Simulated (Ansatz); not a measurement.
Consider the following.

BeTe:
```
CELL_PARAMETERS angstrom
      0.00000     2.80239     2.80239
      2.80239     0.00000     2.80239
      2.80239     2.80239     0.00000
ATOMIC_POSITIONS crystal
  Be 0.00000 0.00000 0.00000
  Te 0.25000 0.25000 0.25000
```

This is the PBEsol-relaxed structure. x, y and z are the axes in which the lattice vectors are written.

Q: All from PBEsol (plane waves, PAW; program Ansatz), unless another level is named. Give the Debye temperature from the elastic constants.

A: 332 K.

Q: What about the piezoelectric stress constants (proper, relaxed ions, C/m²)?

A: e14 = e25 = e36 = -0.18.

Space group F-43m (zinc blende). Symmetry was held in the PBEsol relaxation. Signs of piezoelectric constants follow the polarity of the cell as given. Spin–orbit coupling is left out wherever it is not named.

Potentials: the earlier of the program's two PAW sets. The files were generated under PBE; for other functionals the program regenerates the frozen cores, and for LDA and PBEsol the local potential too.
